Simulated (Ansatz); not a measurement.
Relaxed Ca (fcc, Cu type):

```
CELL_PARAMETERS angstrom
      0.00000     5.52644     5.52644
      2.76322     0.00000     2.76322
      2.76322     2.76322     0.00000
ATOMIC_POSITIONS crystal
  Ca 0.00000 0.00000 0.00000
  Ca 0.50000 0.00000 0.00000
```

A phonon eigenvector at L = (0.5, 0.0, 0.0) is frozen into this cell: atom i moves by Q times the vector below, so Q is the largest atomic displacement, in Å. The cell is held. (q is in reciprocal vectors of the primitive cell; the cell shown is doubled to hold the pattern.)

```tsv
atom	x	y	z
Ca1	-0.577	0.577	0.577
Ca2	0.577	-0.577	-0.577
```

The numbers are results of PBE (plane waves to 420 eV, PAW, scalar-relativistic; Ansatz, a program for electronic structure), not measurements. k mesh 15×15×15 (Γ-centred), Fermi-Dirac smearing 0.05 eV. Energies are smeared free energies. With partly filled bands, energies and forces of such displacements shift with the k mesh and the smearing. Ca was relaxed with its symmetry unable to fall. The PAW data are Ansatz's earlier set. ΔE is measured from the undisplaced structure. The last digit holds for this mesh only.

```tsv
Q (Å)	ΔE (meV/cell)
-0.1000	35.18
-0.0833	24.38
-0.0667	15.58
-0.0500	withheld
-0.0333	3.89
-0.0167	0.97
0.0000	0.00
0.0167	0.97
0.0333	3.89
0.0500	withheld
0.0667	15.58
0.0833	24.38
0.1000	35.18
```

Task: Fit an even polynomial form (powers 2, 4) to the given rows and predict ΔE at Q = -0.0500.

Result: Least squares on the 11 given rows: ΔE = (3496)·Q² + (2285)·Q⁴, in meV/cell with Q in Å; root-mean-square residual 0.011 meV/cell. At -0.0500 the fit gives 8.75 meV/cell; the calculation gives 8.75 meV/cell, the same to the digits shown. The quadratic term alone would give 8.74 meV/cell.

(A displaced cell: forces are minus the slopes of the energy, force constants its curvatures, and phonons follow from these.)
